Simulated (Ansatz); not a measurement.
Si3N4 in space group P6_3/m (No. 176; Si on 6h, N on 2d, N on 6h), the program Ansatz at the PBEsol level (PAW). The conduction-band minimum lies at Γ, with 1 equivalent valley. Second derivatives d²E/dk² of the lowest band at one valley (eV·Å²), along Cartesian directions:

```tsv
direction	d²E/dk²
[100]	5.416
[010]	5.416
[001]	35.39
[110]	5.416
[101]	20.41
[011]	20.41
```

Task: Find the principal effective masses, the density-of-states mass and the conductivity mass.

Result: Off-diagonal terms follow from H_xy = H[110] − (H_xx + H_yy)/2, and m*/mₑ = 7.620 eV·Å² over each eigenvalue: 0.22, 1.4, 1.4. One valley's DOS mass (m₁m₂m₃)^(1/3) = 0.75, conductivity mass 3/(Σ 1/mᵢ) = 0.49 mₑ.

Task: What effective density of states Nc follows at 300 K for parabolic valleys?

Result: Nc = 2.509e19 × 1 × (0.75)^(3/2) ≈ 1.6e19 cm⁻³.

Task: With the computed static dielectric constant 8.27 (mean of the diagonal), estimate a hydrogenic donor's binding energy and radius.

Result: E = 13.606 eV × 0.49/8.27² ≈ 97 meV; a = 0.529 Å × ε/m* ≈ 8.9 Å. Semilocal masses tend to be too small where the gap is.

The cell was relaxed with PBEsol under the symmetry of its start; phonons on a q-mesh show no instability.

Potentials: the earlier of the program's two PAW sets.
